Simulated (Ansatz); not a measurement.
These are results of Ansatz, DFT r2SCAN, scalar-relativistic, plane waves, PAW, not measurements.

Structure of Si$_{2}$Mo:

```
Si Mo
1.0
    -1.60087    1.60087    3.90933
     1.60087   -1.60087    3.90933
     1.60087    1.60087   -3.90933
Si Mo
2 1
Direct
  0.33529 0.33529 0.00000
  0.66471 0.66471 0.00000
  0.00000 0.00000 0.00000
```

Plane waves to 500 eV, a k mesh through Γ of 18×18×18 on the computed 3-atom cell and Gaussian smearing (0.10 eV); no spin polarisation.

Levels along Γ–X–P–N–Γ–M–S | S0–Γ | X–R | G–M, in eV from the Fermi level, sorted by energy at each point. Points in fractions of the primitive reciprocal vectors: Γ (0.000 0.000 0.000), X (0.000 0.000 0.500), P (0.250 0.250 0.250), N (0.000 0.500 0.000), M (0.500 0.500 -0.500), S (0.292 0.708 -0.292), S0 (-0.292 0.292 0.292), R (-0.084 0.084 0.500), G (0.500 0.500 -0.084).
```csv
point,"k (1/Å, with 2π)",band 8,band 9,band 10,band 11,band 12,band 13,band 14
Γ,0.000,-3.12,-2.81,-2.81,0.34,3.40,3.48,3.67
-,0.198,-3.23,-3.08,-2.15,-0.28,2.97,3.54,3.70
-,0.397,-4.14,-2.96,-1.58,-1.53,2.51,3.55,3.94
-,0.595,-5.11,-2.73,-2.69,-1.54,2.81,3.63,3.99
-,0.793,-5.47,-2.95,-2.38,-2.02,3.30,3.46,3.77
-,0.991,-5.50,-3.02,-2.60,-1.96,2.54,3.29,3.71
-,1.189,-5.42,-3.87,-3.06,-1.57,2.75,2.80,3.55
X,1.388,-5.36,-4.71,-3.25,-1.40,2.58,3.01,3.44
-,1.445,-5.49,-4.55,-3.22,-1.43,2.58,2.71,3.61
-,1.502,-5.73,-4.23,-3.14,-1.49,2.24,2.58,3.65
-,1.560,-5.96,-3.87,-3.01,-1.59,1.75,2.58,3.73
-,1.617,-6.16,-3.52,-2.85,-1.73,1.29,2.58,3.84
-,1.675,-6.31,-3.20,-2.66,-1.89,0.89,2.58,3.96
-,1.732,-6.40,-2.97,-2.46,-2.07,0.61,2.58,4.10
P,1.789,-6.43,-2.89,-2.27,-2.27,0.51,2.58,4.24
-,1.930,-5.57,-2.81,-2.49,-2.21,0.57,2.45,4.01
-,2.070,-4.57,-3.04,-2.58,-2.10,0.57,2.33,3.67
-,2.210,-3.71,-3.63,-2.21,-2.03,0.54,2.39,3.54
-,2.350,-4.30,-3.01,-2.10,-1.73,0.82,2.48,3.74
-,2.490,-4.79,-2.73,-2.34,-1.20,1.59,2.52,4.29
-,2.631,-5.00,-2.67,-2.63,-0.75,2.46,2.70,4.61
N,2.771,-4.83,-2.78,-2.67,-0.56,2.51,3.27,4.46
-,2.922,-4.68,-2.70,-2.59,-0.74,2.32,3.46,3.84
-,3.074,-4.29,-2.47,-2.42,-1.12,1.94,3.14,3.87
-,3.225,-3.79,-2.27,-2.19,-1.44,1.69,2.61,4.25
-,3.377,-3.36,-2.29,-2.22,-1.20,1.79,2.43,4.49
-,3.528,-3.15,-2.55,-2.32,-0.59,2.30,2.67,4.18
-,3.679,-3.12,-2.74,-2.57,0.04,3.03,3.22,3.64
Γ,3.831,-3.12,-2.81,-2.81,0.34,3.40,3.48,3.67
-,3.946,-3.15,-2.76,-2.76,0.35,3.01,3.40,3.40
-,4.061,-2.77,-2.62,-2.62,0.37,2.46,2.81,2.81
-,4.175,-2.38,-2.38,-2.34,0.40,2.12,2.12,2.25
-,4.290,-2.14,-2.05,-2.05,0.43,1.41,1.41,2.55
-,4.405,-2.15,-1.64,-1.64,0.46,0.70,0.70,3.29
-,4.520,-2.23,-1.15,-1.15,0.04,0.04,0.48,4.30
M,4.635,-2.26,-0.61,-0.61,-0.56,-0.56,0.49,5.16
-,4.751,-2.42,-0.75,-0.71,-0.60,-0.49,0.67,5.27
-,4.868,-2.63,-1.13,-0.95,-0.55,-0.29,1.04,5.56
-,4.985,-2.65,-1.55,-1.28,-0.48,0.00,1.48,5.12
-,5.101,-2.58,-1.94,-1.63,-0.41,0.38,1.97,4.25
-,5.218,-2.54,-2.27,-1.95,-0.36,0.84,2.52,3.57
-,5.335,-2.63,-2.52,-2.21,-0.36,1.32,3.13,3.20
S,5.451,-2.89,-2.68,-2.40,-0.46,1.73,3.19,3.81
S0,5.451,-2.89,-2.68,-2.40,-0.46,1.73,3.19,3.81
-,5.615,-3.46,-2.73,-2.54,-0.77,2.07,3.52,3.97
-,5.779,-4.02,-2.56,-2.53,-1.22,2.12,3.19,3.80
-,5.942,-3.94,-2.44,-2.17,-1.72,1.89,2.66,4.09
-,6.106,-3.40,-2.35,-2.17,-1.58,1.84,2.45,4.41
-,6.270,-3.12,-2.52,-2.36,-0.83,2.31,2.61,4.43
-,6.433,-3.10,-2.73,-2.55,-0.06,3.08,3.13,3.69
Γ,6.597,-3.12,-2.81,-2.81,0.34,3.40,3.48,3.67
X,6.597,-5.36,-4.71,-3.25,-1.40,2.58,3.01,3.44
-,6.630,-5.31,-4.71,-3.25,-1.42,2.57,3.01,3.29
-,6.663,-5.18,-4.71,-3.24,-1.46,2.52,3.00,3.10
-,6.697,-4.99,-4.71,-3.22,-1.53,2.45,2.91,2.99
-,6.730,-4.76,-4.71,-3.20,-1.63,2.35,2.73,2.97
-,6.763,-4.71,-4.51,-3.18,-1.74,2.25,2.56,2.95
-,6.796,-4.71,-4.24,-3.15,-1.86,2.13,2.40,2.92
R,6.830,-4.72,-3.95,-3.11,-1.98,2.00,2.26,2.88
G,6.830,-4.72,-3.95,-3.11,-1.98,2.00,2.26,2.88
-,6.995,-4.87,-2.86,-2.51,-2.46,1.37,1.77,2.61
-,7.160,-5.09,-2.49,-2.46,-1.34,0.81,1.96,2.25
-,7.325,-4.95,-2.10,-2.03,-0.84,0.36,1.88,3.15
-,7.490,-4.31,-1.63,-1.54,-0.74,0.01,1.53,5.00
-,7.655,-3.42,-1.19,-1.08,-0.69,-0.27,1.19,5.97
-,7.820,-2.60,-0.81,-0.74,-0.64,-0.48,0.79,5.38
M,7.985,-2.26,-0.61,-0.61,-0.56,-0.56,0.49,5.16
```